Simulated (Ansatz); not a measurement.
CdSiP2:
```xyz
8
Lattice="-2.8221 2.8221 5.2499 2.8221 -2.8221 5.2499 2.8221 2.8221 -5.2499" Properties=species:S:1:pos:R:3 pbc="T T T"
Cd     0.0000     2.8221     2.6249
Cd     0.0000     0.0000     0.0000
Si     2.8221     0.0000     2.6249
Si     0.0000     0.0000     5.2499
P      1.4110     1.6519    -1.3125
P      1.4110     1.1702     3.9374
P      3.9922     1.4110     1.3125
P     -1.1702     1.4110     6.5623
```

Relaxed with PBEsol.

### Question
Map the electron localisation function on the plane through (0.750, 0.250, 0.500) spanned by u = [0, 0, 1] and v = [1, -1, 0] in lattice vectors, from PBEsol (plane waves, PAW; program Ansatz).

### Answer
x is the fraction of u, y of v (the angle between them is 90°; rows are the nearest grid lines); atoms in the plane: Cd at (0.00, 0.00), Cd at (0.50, 0.25), Si at (0.00, 0.50), Si at (0.50, 0.75).
```
|@@#+-..=#%%#####*+-:      ..:=+#@@|
|#*+=:.:+#%######*+=:.    ....-=+*#|
|++=-:.:+*########*=-.   ..::.:-=++|
|:::...:-=+**#%%%%#+=-::-=+**+-:..:|
|-:... ..::=+####+=-=+***##%@@@%*=-|
|+-.      .:===::--:=#@@@%%%%@@@%#+|
|*-.      .-==-::++:=%@@@@%###%%%#*|
|*=:    .:-+#%%#+-::+%@@@%%**#%%%#*|
|#+--:--=+*#%@@@@%*++*######%@@@@%#|
|#++*#######%@@@@%*=-:--==+#%@@@@%#|
|=-=*%%%%%##%%@@%#+-:...:-=*#%@@%#=|
|-:-#@@@@%#**#%%%*=:.     .-=**=-:-|
|-::*%@@@%%%%@@@%*=:.     .:-==-::-|
|=--=***##%%@@%#+-:.... ..:-+*#%#*=|
|#+=====+*#%%#+-:.......::-=+#%%%%#|
|#*=:....:--:..:----::.:-+***##%%%#|
|*=-.    ....:-+*##*+-:.-*#######**|
|*=:.     ..:-=*%@@%*=:.-*%%%#####*|
|+=:.     ..:-=+#@@#+=:.:+#%%%%%##+|
|-:...    ....:-=++==-..:=+####*+=-|
|:::.....:---:...::::.....:---:...:|
|++=-:..-+*###*+=-::..     ...:-=++|
|#*+=-..-*#%%%%#*+=:..     ..:-=+*#|
|@@#+-..=#%%#####*+-:      ..:=+#@@|
```
Scale: ten equal steps from 0.029 (start of ' ') to 0.921 (end of '@'), in the order ' .:-=+*#%@'; x runs from 0.000 to 1.00, y from 0.000 (bottom) to 1.00 (top).

The density is the valence pseudo-density with augmentation charge, so density and ELF within about 1 Å of a nucleus are not all-electron values.

Space group I-42d (chalcopyrite). The PBEsol relaxation kept the symmetry of its start.

Potentials: the later of the program's two PAW sets.
